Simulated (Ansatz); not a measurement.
The end point of a relaxation of GaAs. Space group P6₃mc (No. 186), wurtzite type. All values below come from PBEsol (plane waves to 420 eV, PAW, scalar-relativistic; Ansatz, an electronic-structure program).

```cif
data_As2Ga2
_chemical_formula_sum 'Ga2 As2'
_space_group_name_H-M_alt 'P63mc'
_space_group_IT_number 186
_space_group_name_Hall 'P 6c -2c'
_cell_length_a 3.98762
_cell_length_b 3.98762
_cell_length_c 6.57631
_cell_angle_alpha 90.000
_cell_angle_beta 90.000
_cell_angle_gamma 120.000
loop_
_atom_site_label
_atom_site_type_symbol
_atom_site_symmetry_multiplicity
_atom_site_Wyckoff_symbol
_atom_site_fract_x
_atom_site_fract_y
_atom_site_fract_z
_atom_site_occupancy
Ga1 Ga 2 b 0.33333 0.66667 0.49952 1
As1 As 2 b 0.33333 0.66667 0.12568 1
```

**Question.** Predict the band gap from PBEsol.

**Answer.** 0.43 eV, direct at Γ (no spin-orbit coupling).

No spin polarisation in the result.

The run could not lose the symmetry of its start.

The first start was generated by placing the elements on the sites of a structure type. Materials Project lists a structure of GaAs in the same space group, P6₃mc (No. 186); the sites were not compared with it, nor with measured phases. Known forms of GaAs include space group No. 216.
